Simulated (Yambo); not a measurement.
Yambo run on CaC₂ (space group P-1, No. 2). The wavefunctions are norm-conserving PBEsol (Quantum ESPRESSO, 82 Ry, scalar-relativistic) ones on a 4×4×2 mesh (18 occupied bands); a = 3.8558 Å, b = 3.9725 Å, c = 7.2629 Å, α = 81.47°, β = 86.77°, γ = 62.41°.

Yambo input:

```
rim_cut
HF_and_locXC
RandQpts= 1000000
RandGvec= 1 Ry
EXXRLvcs= 82 Ry
VXCRLvcs= 328 Ry
% QPkrange
 1 | 1 | 18 | 19 |
 4 | 4 | 18 | 19 |
 5 | 5 | 18 | 19 |
 15 | 15 | 18 | 19 |
 16 | 16 | 18 | 19 |
 19 | 19 | 18 | 19 |
 20 | 20 | 18 | 19 |
%
```

k points by index: 1 = Γ, 4 = (0, 0.25, -0.5), 5 = (0, -0.5, 0), 15 = (-0.5, 0, 0), 16 = (-0.5, 0, -0.5), 19 = (-0.5, -0.5, 0), 20 = (-0.5, -0.5, -0.5).

The o-*.hf file then holds:

```
#    K-point    Band    Eo [eV]    Ehf [eV]    Vxc [eV]    Vnlxc [eV]
#
    1    18    -0.168327    -4.199985    -14.24144    -18.27310
    1    19    2.720714    7.725155    -11.54829    -6.543851
    4    18    0.000000    -4.027001    -14.54117    -18.56817
    4    19    3.563936    8.608236    -11.59257    -6.548271
    5    18    -0.255666    -4.344378    -14.14550    -18.23422
    5    19    3.091021    7.779794    -11.29466    -6.605888
    15    18    -0.171463    -4.222352    -14.37424    -18.42513
    15    19    3.655755    8.845055    -11.67132    -6.482020
    16    18    -0.165236    -4.205174    -14.46241    -18.50234
    16    19    2.881812    7.906505    -10.85466    -5.829970
    19    18    -0.468574    -4.575638    -14.20649    -18.31355
    19    19    3.179451    8.032537    -11.45912    -6.606035
    20    18    -0.612405    -4.899347    -13.94605    -18.23299
    20    19    2.223063    6.855992    -10.72393    -6.091005
```
Exchange alone, without screening.

Geometry of the Materials Project entry, not relaxed at this level.
